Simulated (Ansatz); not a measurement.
This cell of MgH₂ (rutile) is off equilibrium:

```
CELL_PARAMETERS angstrom
      4.40288     0.00000     0.00000
      0.00000     4.40288     0.00000
      0.00000     0.00000     3.17148
ATOMIC_POSITIONS crystal
  Mg 0.00000 0.00000 0.00000
  Mg 0.50000 0.50000 0.50000
  H  0.30441 0.30441 0.00000
  H  0.80441 0.19559 0.50000
  H  0.19559 0.80441 0.50000
  H  0.69559 0.69559 0.00000
```

Method: PBE (plane waves to 420 eV, PAW, scalar-relativistic; Ansatz, a quantum-chemistry and plane-wave program). k mesh 7×7×11 (Γ-centred), Fermi-Dirac smearing 0.05 eV. Energies are smeared free energies. Stress and pressure are positive under compression. As the atoms are clamped, bonds stretch with the cell, which overstates energies and stresses. MgH2 was relaxed with its symmetry unable to fall.

Question: Give the stress tensor in GPa and the pressure.

Answer: 
```
    1.2      0.0      0.0
    0.0      1.2      0.0
    0.0      0.0     -4.5
```
The pressure, a third of the trace, is -0.7 GPa.

Question: It is the relaxed cell deformed to V/V₀ = 1.000, (c/a)/(c/a)₀ = 1.080, c along z, fractional positions held. What is its energy relative to the relaxed cell?

Answer: 9.8 meV/atom.

(A scan under strain: stresses follow from slopes of the energy per volume, elastic moduli from its curvatures.)
